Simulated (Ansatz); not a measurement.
AgBr (rock salt)

```
AgBr
1.0
    0.00000     2.83697     2.83697
    2.83697     0.00000     2.83697
    2.83697     2.83697     0.00000
Br Ag
1 1
Direct
  0.00000   0.00000   0.00000
  0.50000   0.50000   0.50000
```

Two coordinates are scanned: the volume, and the ratio of the stretch along z (the conventional c axis) to the stretch across it. Atoms keep their fractional coordinates.

Level of theory: PBEsol (plane waves to 420 eV, PAW, scalar-relativistic; Ansatz, a first-principles code). k mesh 10×10×10 (Γ-centred), Fermi-Dirac smearing 0.05 eV. Compression counts positive. AgBr was relaxed with its symmetry unable to fall.

At one point of the scan the stress tensor (GPa) is:

```
  -1.28     0.00     0.00
   0.00    -1.28     0.00
   0.00     0.00    -1.28
```

Which point is it?
A) V/V₀ = 1.027, (c/a)/(c/a)₀ = 1.040
B) V/V₀ = 1.080, (c/a)/(c/a)₀ = 0.987
C) V/V₀ = 1.027, (c/a)/(c/a)₀ = 1.000
D) V/V₀ = 1.080, (c/a)/(c/a)₀ = 0.973

C, V/V₀ = 1.027, (c/a)/(c/a)₀ = 1.000

(A scan under strain: stresses follow from slopes of the energy per volume, elastic moduli from its curvatures.)
